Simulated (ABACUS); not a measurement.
A self-consistent single point of Au (Cmcm, 4 atoms in the cell; from Materials Project mp-1008634, changed as shown).

```yaml
crystal:
  lattice:
    - [2.87907, 0.00000, 0.00000]
    - [0.00000, 5.21411, 0.00000]
    - [0.00000, 0.00000, 4.99103]
  atoms:
    - { symbol: Au, position: [0.00000, 0.33467, 0.75000] }
    - { symbol: Au, position: [0.50000, 0.16533, 0.25000] }
    - { symbol: Au, position: [0.50000, 0.83467, 0.75000] }
    - { symbol: Au, position: [0.00000, 0.66533, 0.25000] }
```

Level of theory: LDA (PW92), numerical atomic orbitals SZP (confined pseudo-atomic orbitals with Gaussian additions; energy shift 0.01 Ry), PseudoDojo 0.4 standard norm-conserving LDA (tails mended) pseudopotentials (ABACUS).

ABACUS settings:

| setting | value |
|---|---|
| basis | SZP numerical atomic orbitals, energy shift 0.01 Ry |
| KPT | Gamma 8 6 6 0 0 0 |
| basis_type | lcao |
| dft_functional | PWLDA |
| ecutwfc | 100 Ry |
| smearing_method | fd |
| smearing_sigma | 0.00999582 Ry |
| potentials | PseudoDojo 0.4 standard norm-conserving LDA (tails mended) |
| symmetry | 1 |
| symmetry_prec | 1e-05 |
| ks_solver | scalapack_gvx |
| scf_nmax | 100 |
| scf_thr | 1.0e-06 |
| mixing_type | pulay |
| mixing_beta | 0.7 |

Results:

- Number of valence electrons: 76
- Number of bands: 48
- Number of k-points after the program's reduction: 80
- Size of the basis: 80
- Number of SCF iterations: 6
- Free energy E − TS: -16059.0739 eV
- Fermi level (on the code's own zero): 17.75 eV
- Pressure: -17.18 GPa

Stress (GPa, positive for compression):
```
-16.83    0.00    0.00
  0.00  -17.58    0.00
  0.00    0.00  -17.14
```

For comparison: a first run was changed to give this one (lattice scaled by 1.02), and from it to this one the free energy rises by 96.5 meV/atom and the pressure goes from -10.90 to -17.18 GPa.

The atom-centred basis is finite, which shifts total energies and pressures against plane waves. A single-zeta basis is rough, for pressures and forces above all. The structure comes from a collection of computed structures, made at another level of theory; the collection holds predicted forms beside known ones. No clean gap shows at this smearing width and mesh (spacing up to 0.27 Å⁻¹); the mesh is coarse for partly filled bands, so the values carry mesh errors.

Cost on one core: roughly 10 core-seconds.

The atomic orbitals were generated for these runs; they are not ABACUS's published sets and were checked against plane waves on a few crystals only.

“Tails mended”: in these copies of the files the far tail of each local potential was reset to the Coulomb form.
